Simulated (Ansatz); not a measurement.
Relaxed-ion elastic tensor of AlClO in space group Pmmn (No. 59; Al on 2b, Cl on 2a, O on 2a) in GPa (Voigt order), the program Ansatz at the LDA level (PAW); density 3.05 g/cm³, 14.25 Å³ per atom.

```
 220  71.6  10.6   0.0   0.0   0.0
71.6   225  11.9   0.0   0.0   0.0
10.6  11.9  34.4   0.0   0.0   0.0
 0.0   0.0   0.0  11.7   0.0   0.0
 0.0   0.0   0.0   0.0  14.1   0.0
 0.0   0.0   0.0   0.0   0.0  99.5
```

Is the crystal mechanically stable?

Yes: the smallest eigenvalue of C is 11.7 GPa.

Work out the Voigt, Reuss and Hill averages.

K_V = 74.2, K_R = 31.0, K_H = 52.6; G_V = 50.8, G_R = 22.2, G_H = 36.5 GPa.

Give Young's modulus, Poisson's ratio, Pugh's ratio and the universal anisotropy index.

E = 9KG/(3K + G) = 88.9 GPa; ν = 0.22; K/G = 1.44 (brittle by the Pugh limit of 1.75); A_U = 5G_V/G_R + K_V/K_R − 6 = 7.82.

Estimate the sound speeds and the Debye temperature.

v_l = √((K + 4G/3)/ρ) = 5770 m/s, v_t = √(G/ρ) = 3460 m/s, mean 3830 m/s; Θ = (h/k)(3n/4πV)^(1/3) v_m = 470 K.

How much does each axis shrink under pressure?

Linear compressibilities β_i = Σ_j S_ij (j = 1 to 3): x 2.5, y 2.2, z 28 per TPa.

The first step of the workflow began from a Materials Project structure, measured or hypothetical; the Crystallography Open Database files this formula in space group No. 59, but the cells were not matched. Its standing as an ambient phase is unchecked. The cell was relaxed with LDA under the symmetry of its start; its stability against distortions is not shown here. A crystal of weakly bound layers computed without a dispersion correction: the cell and the soft elastic constants depend strongly on that.

Potentials: the later of the program's two PAW sets.
